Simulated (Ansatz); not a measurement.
Hf (diamond, Fd-3m) at seven volumes, DFT-PBE in the program Ansatz with PAW potentials, scaled uniformly. One row is withheld.

| V (Å³/atom) | P (GPa) |
|---|---|
| 31.804 | 3.11 |
| 32.852 | 1.95 |
| 33.901 | 0.91 |
| 34.949 | 0.00 |
| 35.998 | -0.82 |
| 37.046 | -1.59 |
| 38.095 | ? |

**Question.** Fit the shown pressures and predict the withheld one.

**Answer.** P = (3/2)B₀(x^(7/2) − x^(5/2))[1 + (3/4)(B′ − 4)(x − 1)] with x = (V₀/V)^(2/3). Least squares on the six rows gives V₀ = 34.942 Å³/atom, B₀ = 29.2 GPa, B′ = 2.66. At V = 38.095, x = 0.9440 and P = -2.24 GPa. The run itself gave -2.33 GPa.

The start of the workflow was typed in or built on a structure type; neither database checked (COD, Materials Project) lists it. It is not the phase usual at ambient conditions (space group No. 194). The cell was relaxed with PBE under the symmetry of its start; its stability against distortions is not shown here. No spin polarisation was allowed. Spin–orbit coupling is left out wherever it is not named.

Potentials: the later of the program's two PAW sets.
